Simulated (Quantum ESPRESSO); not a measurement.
# Planted mistakes on one cell of Si2AlN3S

The results below are calculated, not measured. They come from pw.x of Quantum ESPRESSO 7.5, a plane-wave density functional program, with PseudoDojo standard norm-conserving files (v0.5 for PBE, v0.4.1 for LDA and PBEsol). The cells are made up: elements, strain and atom displacements were drawn at random, and nothing was relaxed. There is no spin polarisation, spin-orbit coupling or dispersion term.

The cell has 8 sites of a zincblende or diamond lattice. Sites 1 to 4 hold Si Al empty Si; sites 5 to 8 hold N S N N. Cell vectors in Å: (4.544, 0.020, -0.028); (0.020, 4.506, 0.068); (-0.028, 0.068, 4.543). Settings: PBE, cutoff 1143 eV, 4 x 4 x 4 k mesh shifted by half a step, Fermi-Dirac smearing of 0.025 eV.

The intended run has a self-consistency threshold of 1e-07 eV, a smearing term of 0.000 eV, a pressure of -3.58 GPa and 12 iterations. Each further run changes one thing: all lengths scaled by 1.0156; atoms of sites 1 and 2 exchanged; cutoff 694 eV; files of LDA; k mesh 1 x 1 x 1; one electron added; smearing 0.53 eV; threshold 1.0 eV. A coarse mesh keeps the shift, and a charged cell sits in a uniform background.

```
run  change of free energy (eV)  smearing term -TS (eV)  change of P (GPa)  largest change of a force component (eV/Å)  iterations
  A                       0.180                   0.000              -5.58                                       0.828          12
  B                      -4.379                   0.000              -7.15                                       0.328          12
  C                       0.161                   0.000               1.95                                       0.203           4
  D                       0.108                   0.000               0.41                                       2.680          13
  E                       8.831                  -0.004              22.43                                       1.384          13
  F                      -0.253                  -0.856               0.98                                       0.371          12
  G                       0.842                   0.000              -7.39                                       0.013          12
  H                       5.870                   0.000               4.64                                       1.403          15
```

A rerun of the intended cell at 1437 eV and k mesh 6 x 6 x 6 moved values by no more than 0.002 eV in the cell's energy, 0.02 GPa in stress and 0.003 eV/Å in force.

Question: which change belongs to which run?

## Worked reading

Run C has the fewest iterations, as a run stopped early does. Run F has the largest smearing term, as wide smearing gives. Run G has a higher energy and the largest fall in pressure, as too small a basis gives. Run A changes the volume by a factor of 1.0475; minus its pressure change over the logarithm of that factor, 120 GPa, is a rough bulk modulus with clamped atoms. Energies from files of another functional, or of a charged cell, have another zero and say nothing on stability; the pressure of a charged cell rests on the program's zero of potential too.

## Key

| run | change |
| --- | --- |
| A | all lengths scaled by 1.0156 |
| B | files of LDA |
| C | threshold 1.0 eV |
| D | atoms of sites 1 and 2 exchanged |
| E | one electron added |
| F | smearing 0.53 eV |
| G | cutoff 694 eV |
| H | k mesh 1 x 1 x 1 |